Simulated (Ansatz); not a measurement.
Li₃Bi in space group Fm-3m (No. 225; Li on 8c, Li on 4b, Bi on 4a), a = 6.701 Å, b = 6.701 Å, c = 6.701 Å, α = 90.00°, β = 90.00°, γ = 90.00°; the cell used has 4 atoms.

Relaxed with r²SCAN. r²SCAN in the plane-wave PAW code Ansatz gives a gap of 0.76 eV.

### Question
What gap does HSE06 give on the same cell (Ansatz, PAW)?

### Answer
0.80 eV, 0.04 eV more. The hybrid was solved on a coarser mesh and at special points; the gap given is the minimum over both.

| k | v1 r²SCAN | c1 r²SCAN | v1 HSE06 | c1 HSE06 |
|---|---|---|---|---|
| Γ | -0.01 | 1.56 | (withheld) | (withheld) |
| X | -2.23 | 0.76 | -2.38 | 0.80 |
| L | -0.69 | 2.13 | (withheld) | (withheld) |
| W | -2.55 | 2.89 | (withheld) | (withheld) |
| K | -1.83 | 1.60 | (withheld) | (withheld) |

### Question
Top valence (v1) and lowest conduction level (c1) in eV from each method's valence maximum (which need not be a listed point): supply the withheld HSE06 values.

### Answer

- K, v1 HSE06: -1.95
- K, c1 HSE06: 1.66
- W, v1 HSE06: -2.73
- W, c1 HSE06: 2.98
- L, v1 HSE06: -0.72
- L, c1 HSE06: 2.18
- Γ, v1 HSE06: -0.01
- Γ, c1 HSE06: 1.56

Cost on shared cores: the r²SCAN run (SCF on a 7×7×7 mesh, then bands and DOS) roughly 20 core-seconds, the HSE06 run (SCF on 5×5×5, then a few points) about 100 core-seconds (a rough figure); the tasks are unlike.

The workflow started from a Materials Project entry (that database holds measured and hypothetical structures alike); the Crystallography Open Database copy checked does not list it. With Li and Bi taken as one species the cell has the higher symmetry Im-3m, so it may be an ordered model of a mixed-site phase. Whether it is the stable phase at ambient conditions was not checked. The r²SCAN relaxation kept the symmetry of its start; its stability against distortions is not shown here. Spin–orbit coupling is left out wherever it is not named.

Potentials: the later of the program's two PAW sets.
